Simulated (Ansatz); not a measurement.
Here is the system:

ZnO$_{2}$:
```
CELL_PARAMETERS angstrom
      4.86893     0.00000     0.00000
      0.00000     4.86893     0.00000
      0.00000     0.00000     4.86893
ATOMIC_POSITIONS crystal
  Zn 0.00000 0.50000 0.50000
  Zn 0.50000 0.50000 0.00000
  Zn 0.50000 0.00000 0.50000
  Zn 0.00000 0.00000 0.00000
  O  0.41248 0.08752 0.91248
  O  0.58752 0.91248 0.08752
  O  0.08752 0.91248 0.41248
  O  0.91248 0.08752 0.58752
  O  0.91248 0.41248 0.08752
  O  0.08752 0.58752 0.91248
  O  0.58752 0.58752 0.58752
  O  0.41248 0.41248 0.41248
```

This is the PBEsol-relaxed structure.

Question: All from the program Ansatz at the PBEsol level (PAW), unless another level is named. Estimate the hole effective mass, band 2 of 2 at the edge.

Answer: 0.57 along [100], 0.74 along [110], 1.0 along [111] (mₑ).

Question: And the formation energy from the elements (no fitted shifts)?

Answer: -757 meV/atom.

Question: Next, the HSE06 gap on the PBEsol cell?

Answer: 4.49 eV.

Question: What about the valence-band maximum?

Answer: at Γ.

Question: What about the conduction-band minimum?

Answer: on the Γ–R line, 36 % of the way from Γ (8 equivalent valleys).

Space group Pa-3. The first step of the workflow began from a Materials Project structure, measured or hypothetical; the Crystallography Open Database copy checked does not list it. Its standing as an ambient phase is unchecked. The cell was relaxed with PBEsol under the symmetry of its start; whether a distortion lowers the energy is not shown. The references are the lowest solids computed at this level, not always the standard phases (solids in place of the gases).

Potentials: the later of the program's two PAW sets.
